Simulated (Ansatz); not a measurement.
Theory: Ansatz 0.2.0, DFT PBE, scalar-relativistic, plane waves, PAW. Settings: cutoff 420 eV, Γ-centred meshes spaced at most about 0.3 Å⁻¹, and about 0.25 Å⁻¹ or finer for metals (2π included), Gaussian smearing. No spin polarisation in the final relaxations.

These are static total energies at zero pressure.

Compare these two cells of In4Sb, each relaxed at this level.

A.

```
CELL_PARAMETERS angstrom
5.58134 0.00000 0.00000
0.00000 5.58134 0.00000
0.00000 0.00000 5.58134
ATOMIC_POSITIONS crystal
In 0.00000 0.50000 0.50000
In 0.50000 0.00000 0.50000
In 0.50000 0.50000 0.00000
In 0.50000 0.50000 0.50000
Sb 0.00000 0.00000 0.00000
```

B.

```
CELL_PARAMETERS angstrom
-3.54498 3.54498 3.54498
3.54498 -3.54498 3.54498
3.54498 3.54498 -3.54498
ATOMIC_POSITIONS crystal
In 0.50000 0.50000 0.50000
In 0.50000 0.00000 0.00000
In 0.00000 0.00000 0.50000
In 0.00000 0.50000 0.00000
Sb 0.00000 0.00000 0.00000
```

Task: Which would you expect to be lower, and how large is the difference?

Result: B is lower, by 137 meV/atom. A has space group Pm-3m (No. 221), 34.8 Å³/atom and no gap on its mesh; B has space group Im-3m (No. 229), 35.6 Å³/atom and no gap. Counting In atoms around Sb (those within 1.25 times the shortest such distance or 1.15 times the sum of covalent radii; a plus sign parts nearer from farther groups; the shortest distance is added where it is long for a bond), A has Sb 12+8 from 3.9 Å and B has Sb 8. Even the lower one lies +0.28 eV/atom against the reference forms of the elements (uncorrected), so neither is stable at this level. Both come from invented guesses. A third cell relaxed alike, in Cmmm, lies 189 meV/atom below the lower of the two.

These runs have no spin–orbit coupling, which can matter for Sb. Cells relaxed within their symmetry can be saddle points.
